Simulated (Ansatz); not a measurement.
FeBiO3:
```xyz
10
Lattice="2.7847 1.6078 4.4696 -2.7847 1.6078 4.4696 0.0000 -3.2155 4.4696" Properties=species:S:1:pos:R:3 pbc="T T T"
Bi     0.0000     0.0000     3.6472
Bi     0.0000     0.0000     9.7615
Fe     0.0000     0.0000     0.0000
Fe     0.0000     0.0000     6.7044
O      0.4345     1.5256     7.9204
O     -1.5385    -0.3865     7.9204
O      1.1040    -1.1391     7.9204
O     -0.4345    -1.5256     5.4883
O      1.5385     0.3865     5.4883
O     -1.1040     1.1391     5.4883
```
The run is spin-polarised; directions of the spins, atom by atom: 0 0 ↑ ↓ 0 0 0 0 0 0.

Tensor components refer to the Cartesian frame of this cell.

Q: Give the high-frequency dielectric tensor and the Born effective charge tensors of the independent atoms from DFPT, plane-wave PAW PBEsol (Ansatz code).

A: 
ε∞:
```
15.3  0.00  0.00
0.00  15.3  0.00
0.00  0.00  13.5
```
Z* of atom 1 (Bi), rows: field, columns: displacement, in e:
```
 5.34  -0.12   0.00
 0.12   5.34   0.00
 0.00   0.00   3.88
```
Z* of atom 3 (Fe), rows: field, columns: displacement, in e:
```
 6.04  -0.76   0.00
 0.76   6.04   0.00
 0.00   0.00   4.47
```
Z* of atom 4 (Fe), rows: field, columns: displacement, in e:
```
 4.42   0.84   0.00
-0.84   4.42   0.00
 0.00   0.00   6.38
```
Z* of atom 5 (O), rows: field, columns: displacement, in e:
```
-3.37  -0.22   0.10
-0.27  -3.68  -0.62
-0.16  -0.52  -3.10
```

Space group R-3. The start of the workflow was typed in or built on a structure type; neither database checked (COD, Materials Project) lists it. It is not the phase usual at ambient conditions (space group No. 161). The PBEsol relaxation kept the symmetry of its start, as lowered by the spin order; its stability against distortions is not shown here. Magnetic state: antiferromagnetic, chosen from 5 collinear starts compared on coarse meshes (ties went to the first, and starts can fall back to one state), not a proven ground state. No Hubbard U is applied. Scalar-relativistic: spin–orbit coupling is off unless named, which matters more the heavier the elements.

Potentials: the earlier of the program's two PAW sets. The files were generated under PBE; for other functionals the program regenerates the frozen cores, and for LDA and PBEsol the local potential too.
